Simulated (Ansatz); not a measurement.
Below is a relaxed structure of TaTi₅N₆. The cell was found from a structure generator's guess, not taken from experiment.

Computed with DFT PBE, scalar-relativistic, plane waves, PAW (Ansatz 0.2.0). Cutoff 420 eV, Γ-centred mesh, Gaussian smearing, no spin polarisation.

```
Ti Ta N
1.0
     3.03178    0.00000    0.00000
     0.00000    3.03178    0.00000
     0.00000    0.00000   12.81230
Ti Ta N
5 1 6
Cartesian
  0.0000 0.0000 0.0000
  1.5159 1.5159 2.1153
  0.0000 0.0000 4.1890
  0.0000 0.0000 8.6233
  1.5159 1.5159 10.6970
  1.5159 1.5159 6.4062
  0.0000 0.0000 2.1071
  1.5159 1.5159 4.2342
  0.0000 0.0000 6.4062
  1.5159 1.5159 8.5781
  0.0000 0.0000 10.7052
  1.5159 1.5159 0.0000
```

The zero of energy is the elements' standard structures at the same level (N₂ as a molecule); no fitted shifts are applied.

Question: What space group does it have?

Answer: P4/mmm (No. 123), with Ti and Ta ordered on rock salt sites. Conventional cell: a = 3.032 Å, c = 12.812 Å. Ti on a site of symmetry 4/mmm has 6 N at 2.11–2.14 Å; around Ti on a site of symmetry 4mm lie 6 N at 2.12–2.14 Å; Ta is surrounded by 6 N at 2.14–2.17 Å, 4 Ta at 3.03 Å and 8 Ti at 3.08 Å; N on a site of symmetry 4mm has 6 Ti at 2.08–2.14 Å; 4 more sites not described.

Question: What is its formation energy per atom?

Answer: −1.58 eV/atom. A negative formation energy is needed for stability but isn't enough: competing phases decide.

Question: Is it a metal?

Answer: Yes, bands cross the Fermi level on the 12×12×4 mesh.

The last run used a 12×12×4 mesh (in the run's order of axes) for its 12-atom cell and Gaussian smearing of 0.10 eV. Spin–orbit coupling, which can matter for Ta, is left out. A later test with randomly moved atoms came back to the same energy, though modes that don't fit the test's cell weren't probed.
